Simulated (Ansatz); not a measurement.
Relaxed-ion elastic tensor of Sn (β-Sn type, space group No. 141) in GPa (Voigt order), PBEsol in the plane-wave PAW code Ansatz; density 7.33 g/cm³, 26.88 Å³ per atom.

```json
[
 {"": "1", "1": "75.0", "2": "60.5", "3": "31.0", "4": "0.0", "5": "0.0", "6": "0.0"},
 {"": "2", "1": "60.5", "2": "75.0", "3": "31.0", "4": "0.0", "5": "0.0", "6": "0.0"},
 {"": "3", "1": "31.0", "2": "31.0", "3": "108", "4": "0.0", "5": "0.0", "6": "0.0"},
 {"": "4", "1": "0.0", "2": "0.0", "3": "0.0", "4": "22.7", "5": "0.0", "6": "0.0"},
 {"": "5", "1": "0.0", "2": "0.0", "3": "0.0", "4": "0.0", "5": "22.7", "6": "0.0"},
 {"": "6", "1": "0.0", "2": "0.0", "3": "0.0", "4": "0.0", "5": "0.0", "6": "22.8"}
]
```

### Question
Is the crystal mechanically stable?

### Answer
Yes: the smallest eigenvalue of C is 14.5 GPa.

### Question
Work out the Voigt, Reuss and Hill averages.

### Answer
K_V = 55.9, K_R = 55.9, K_H = 55.9; G_V = 22.7, G_R = 16.9, G_H = 19.8 GPa.

### Question
Give Young's modulus, Poisson's ratio, Pugh's ratio and the universal anisotropy index.

### Answer
E = 9KG/(3K + G) = 53.1 GPa; ν = 0.34; K/G = 2.83 (ductile by the Pugh limit of 1.75); A_U = 5G_V/G_R + K_V/K_R − 6 = 1.72.

### Question
Estimate the sound speeds and the Debye temperature.

### Answer
v_l = √((K + 4G/3)/ρ) = 3350 m/s, v_t = √(G/ρ) = 1640 m/s, mean 1840 m/s; Θ = (h/k)(3n/4πV)^(1/3) v_m = 183 K.

### Question
Solve the Christoffel equation for the three sound speeds along x, y, z.

### Answer
Eigenvalues of C_ijkl n_j n_l equal ρv². In km/s, slowest first: x 1.76, 1.76, 3.20; y 1.76, 1.76, 3.20; z 1.76, 1.76, 3.84.

### Question
How much does each axis shrink under pressure?

### Answer
Linear compressibilities β_i = Σ_j S_ij (j = 1 to 3): x 6.1, y 6.1, z 5.8 per TPa.

Space group I4_1/amd (β-Sn type). Symmetry was held in the PBEsol relaxation. As this level gives no gap, shear constants depend on the k-mesh and smearing (Fermi–Dirac, 0.1 eV here). On the denser mesh and wider smearing of the elastic run this cell carries a stress of 0.4 GPa. Scalar-relativistic: spin–orbit coupling is off unless named, which matters more the heavier the elements.

Potentials: the later of the program's two PAW sets.
